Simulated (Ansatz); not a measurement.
As (space group Cmce)

```
As
1.0
    1.85645    -5.37698     0.00000
    1.85645     5.37698     0.00000
    0.00000     0.00000     4.22644
As
4
Direct
  0.61266   0.38734   0.55439
  0.38734   0.61266   0.44561
  0.88734   0.11266   0.05439
  0.11266   0.88734   0.94561
```

The slice is a (001) plane (indices of the conventional cell) through the point (0.113, 0.887, 0.946) (fractional), spanned by u = [110] and v = [1 -1 0] in vectors of this cell: u (3.71 Å) and v (10.75 Å, at 90° to u). It covers one period; positions are fractions (u, v).

Level of theory: LDA (plane waves to 420 eV, PAW, scalar-relativistic; Ansatz, a program for electronic structure). k mesh 13×13×11. Near the nuclei the fields are pseudised (PAW); where an atom keeps semicore shells as valence, they peak there. As was relaxed with its symmetry unable to fall.

Q: Predict the map of the electrostatic potential energy of an electron, from the cell's mean on the slice.

A: 
```
|xxxxxx  **%%%%**  xxxx|
|xxxxxx--##%%%%##--xxxx|
|    --**%%@@@@%%**--  |
|  ::++##@@@@@@@@##++::|
|xxxx  ++%%@@@@%%++  xx|
|xxxxxx--##@@@@##--xxxx|
|xxxxxx  ##@@@@##  xxxx|
|xxxxxx::##@@@@##::xxxx|
|xxxx  ++%%@@@@%%++  xx|
|  ..++%%@@@@@@@@%%++..|
|####%%@@@@@@@@@@@@%%##|
|@@@@@@%%########%%@@@@|
|@@@@%%**::    ::**%%@@|
|@@%%**  xxxxxxxx  **%%|
|%%##==xxxxxxxxxxxx==##|
|%%##--xxxxxxxxxxxx--##|
|%%##--xxxxxxxxxxxx--##|
|%%%%**  xxxxxxxx  **%%|
|@@@@%%++        ++%%@@|
|@@@@%%**--....--**%%@@|
|@@@@##--  xxxx  --##@@|
|@@%%++  xxxxxxxx  ++%%|
|@@%%++xxxxxxxxxxxx++%%|
|@@%%++xxxxxxxxxxxx++%%|
|@@@@##::xxxxxxxx::##@@|
|@@@@%%**--    --**%%@@|
|@@@@@@@@%%####%%@@@@@@|
|**##%%@@@@@@@@@@@@%%##|
|    ==##@@@@@@@@##==  |
|xxxxxx==%%@@@@%%==xxxx|
|xxxxxx  **%%%%**  xxxx|
|xxxxxx  ++%%%%++  xxxx|
```
Scale: ten equal steps from -3.00 (start of ' ') to 5.77 (end of '@'), in the order ' .:-=+*#%@'. Values: electrostatic potential energy of an electron, from the cell's mean, in eV. The map has 11 points along u (two characters each, u = 0 at the left) and 32 along v (v = 0 in the bottom row). Points within 1 Å of a nucleus are blanked (x), as the pseudised field means little there. Values under -3 eV are set to -3. The zero, the cell's mean, hangs on the PAW cores.
